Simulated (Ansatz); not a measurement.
TiAl in space group R-3m (No. 166; Al on 3a, Ti on 3b), PBE (plane waves, PAW; program Ansatz), all energies at zero smearing, with the estimated change up to a 700 eV cutoff added, with one set of potentials and settings (totals compare only within such a set). Cell of 2 atoms (1 Al, 1 Ti): -3037.548 eV.

| element | reference phase | E (eV/atom) |
|---|---|---|
| Al | Fm-3m, 1 atoms in the cell | -537.5049 |
| Ti | P6/mmm, 3 atoms in the cell | -2499.6739 |

Formation energy per atom, worked out: (-3037.548 − 1×(-537.5049) − 1×(-2499.6739))/2 = -0.185 eV/atom (-18 kJ per mol of atoms), at 0 K, without zero-point energy or fitted corrections.

The cell is a constructed one: a structure type filled with these elements; neither database checked (COD, Materials Project) lists it. It is not the phase usual at ambient conditions (space group No. 123). The cell was relaxed with PBE under the symmetry of its start; its stability against distortions is not shown here. The run is not spin-polarised. The references are the lowest solids computed at this level, not always the standard phases.

Potentials: the later of the program's two PAW sets.
